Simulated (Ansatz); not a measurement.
SiW2 in space group P4/nmm (No. 129; W on 2a, W on 2c, Si on 2c) at seven volumes, plane-wave PAW PBE (Ansatz code), shape and atoms relaxed at each. One row is withheld.

```tsv
V (Å³/atom)	P (GPa)
13.973	28.28
14.434	17.31
14.895	7.96
15.355	0.01
15.816	-6.76
16.276	?
16.737	-17.30
```

**Question.** Fit the shown pressures and predict the withheld one.

**Answer.** P = (3/2)B₀(x^(7/2) − x^(5/2))[1 + (3/4)(B′ − 4)(x − 1)] with x = (V₀/V)^(2/3). Least squares on the six rows gives V₀ = 15.356 Å³/atom, B₀ = 243 GPa, B′ = 4.42. At V = 16.276, x = 0.9620 and P = -12.44 GPa. The run itself gave -12.49 GPa.

The cell is a constructed one: a structure type filled with these elements; neither database checked (COD, Materials Project) lists it. Its standing as an ambient phase is unchecked. Symmetry was held in the PBE relaxation; its stability against distortions is not shown here. The run is not spin-polarised. Scalar-relativistic: spin–orbit coupling is off unless named, which matters more the heavier the elements.

Potentials: the later of the program's two PAW sets.
